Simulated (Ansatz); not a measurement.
These are results of Ansatz, DFT PBE, scalar-relativistic, plane waves, PAW, and for the lanthanide a 4f-in-core norm-conserving potential, not measurements. The screen uses 690 eV, coarse Γ-centred meshes (up to 0.6 Å⁻¹ on the start cell), Gaussian smearing of 0.15 eV, tolerances of 0.08 eV/Å and 0.8 GPa and 16 steps at most, with the symmetry of each start kept. No spin polarisation. Energies are free energies per atom, good to some tens of meV/atom, end volumes are rough, and groups of ends are read at 0.1 Å.

The elements of KTmI4 can be put on the sites of a database cell of TbAlCo4 (Cmmm (No. 65)) in more than one way. Two unrelaxed cells with guessed sizes:

First order: Tm on the Tb sites, K on the Al sites and I on the Co sites.

Space group Cmmm (No. 65). a = 6.990 Å, b = 12.253 Å, c = 5.716 Å, α = 90.00°, β = 90.00°, γ = 90.00°
| atom | site | symmetry | x | y | z |
| --- | --- | --- | --- | --- | --- |
| K | 2c | mmm | 0.5000 | 0.0000 | 0.5000 |
| Tm | 2a | mmm | 0.0000 | 0.0000 | 0.0000 |
| I | 4i | m2m | 0.0000 | 0.3308 | 0.0000 |
| I | 4f | ..2/m | 0.7500 | 0.2500 | 0.5000 |

Second order: K on the Tb sites, Tm on the Al sites and I on the Co sites.

Space group Cmmm (No. 65). a = 6.990 Å, b = 12.253 Å, c = 5.716 Å, α = 90.00°, β = 90.00°, γ = 90.00°
```tsv
atom	site	symmetry	x	y	z
K	2a	mmm	0.0000	0.0000	0.0000
Tm	2c	mmm	0.5000	0.0000	0.5000
I	4i	m2m	0.0000	0.3308	0.0000
I	4f	..2/m	0.7500	0.2500	0.5000
```

Problem. Which choice of sites is favoured after relaxing, and by what margin per atom?

Solution. The second ends lower, by about 0.41 eV/atom. Both keep their space group. The first ends at 47.2 Å³/atom with a = 5.900 Å, b = 11.989 Å, c = 8.000 Å. K has 4 I at 3.34 Å and 4 I at 4.36 Å; around Tm lie 4 I at 3.42 Å and 2 I at 4.26 Å; around I on a site of symmetry m2m lie 2 Tm at 3.42 Å, 1 I at 3.47 Å, 2 I at 3.88 Å, 1 Tm at 4.26 Å, 2 K at 4.36 Å and 4 I at 4.45 Å; around I on a site of symmetry 2/m lie 2 I at 2.95 Å, 2 K at 3.34 Å and 4 I at 4.45 Å. The second ends at 44.1 Å³/atom with a = 9.783 Å, b = 9.999 Å, c = 5.406 Å. Around K lie 2 I at 3.22 Å; around Tm lie 4 I at 3.18 Å and 4 I at 3.50 Å; I on a site of symmetry 2mm is surrounded by 2 Tm at 3.18 Å, 1 K at 3.22 Å, 1 I at 3.33 Å and 4 I at 3.76 Å; I on a site of symmetry 2/m has 2 Tm at 3.50 Å and 4 I at 3.76 Å. The lowest end of the whole screen lies 0.41 eV/atom under the better of the two.

Spin–orbit coupling, which can matter for I, is left out. Both are trial structures, held by their symmetry.

The lanthanide is trivalent by construction, without f bands, f moments or other valences.
